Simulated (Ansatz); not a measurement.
**Te2Au: do energies and stresses tell the same story?**

These are results of DFT PBEsol, scalar-relativistic, plane waves, PAW (Ansatz), not measurements.

Settings: cutoff 420 eV, Γ-centred mesh 12×12×8 on the computed 3-atom cell, Gaussian smearing of 0.10 eV; no spin polarisation.

Relaxed cell: P-3m1, a = 4.155 Å, b = 4.155 Å, c = 5.084 Å, α = 90.00°, β = 90.00°, γ = 120.00°, 3 atoms in the primitive cell. Whether it is the stable form of this composition wasn't checked.

Energies at zero smearing and pressures from the stress tensor, at volumes with shape and atoms relaxed:
```csv
V (Å³/atom),E − E(first) (meV/atom),P (GPa)
22.302,0.00,14.24
23.063,-56.42,9.65
23.823,-92.82,5.82
24.583,-112.54,2.63
25.344,-118.43,-0.01
26.104,-112.90,-2.18
26.864,-98.04,-3.95
27.878,-66.79,-5.77
```

Question: Check P = −dE/dV between neighbouring volumes, and get the bulk modulus from the pressures alone.

Answer: With 1 eV/Å³ = 160.2 GPa:
```csv
middle V (Å³/atom),−ΔE/ΔV (GPa),mean P (GPa)
22.683,11.890,11.948
23.443,7.670,7.737
24.203,4.156,4.227
24.964,1.240,1.314
25.724,-1.165,-1.093
26.484,-3.131,-3.067
27.371,-4.939,-4.861
```

The two differ by 0.08 GPa at most. The mean of two end pressures misses the average over a step by about ΔV² P″/12, up to 0.07 GPa here; with that taken off 0.04 GPa remains. The stress is the derivative of the free energy, not of the energy at zero smearing, and with free energies 0.00 GPa remains. Around V = 25.344 Å³/atom, the two neighbours give B = −V ΔP/ΔV = 25.344 × 4.81 / 1.521 = 80.2 GPa, against B0 = 79.5 GPa from the Birch–Murnaghan fit of the energies.

Spin–orbit coupling is left out, which can shift energies with elements as heavy as these.